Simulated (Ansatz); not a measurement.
LaGeRu in space group P4/nmm (No. 129; La on 2c, Ge on 2c, Ru on 2a), DFT-r²SCAN in the program Ansatz with PAW potentials, all energies at zero smearing, with the estimated change up to a 700 eV cutoff added, with one set of potentials and settings (totals compare only within such a set). Cell of 6 atoms (2 La, 2 Ge, 2 Ru): -32921.528 eV.

```
element                reference phase  E (eV/atom)
-------  -----------------------------  -----------
La       P6_3/mmc, 4 atoms in the cell   -6264.8722
Ge          Fd-3m, 2 atoms in the cell   -4302.9121
Ru       P6_3/mmc, 2 atoms in the cell   -5890.7404
```

Formation energy per atom, worked out: (-32921.528 − 2×(-6264.8722) − 2×(-4302.9121) − 2×(-5890.7404))/6 = -0.746 eV/atom (-72 kJ per mol of atoms), at 0 K, without zero-point energy or fitted corrections.

The first step of the workflow began from a Materials Project structure, measured or hypothetical; the Crystallography Open Database copy checked does not list it. Whether it is the stable phase at ambient conditions was not checked. Symmetry was held in the r²SCAN relaxation; whether a distortion lowers the energy is not shown. The run is not spin-polarised. The references are the lowest solids computed at this level, not always the standard phases. Spin–orbit coupling is left out wherever it is not named.

Potentials: the earlier of the program's two PAW sets.
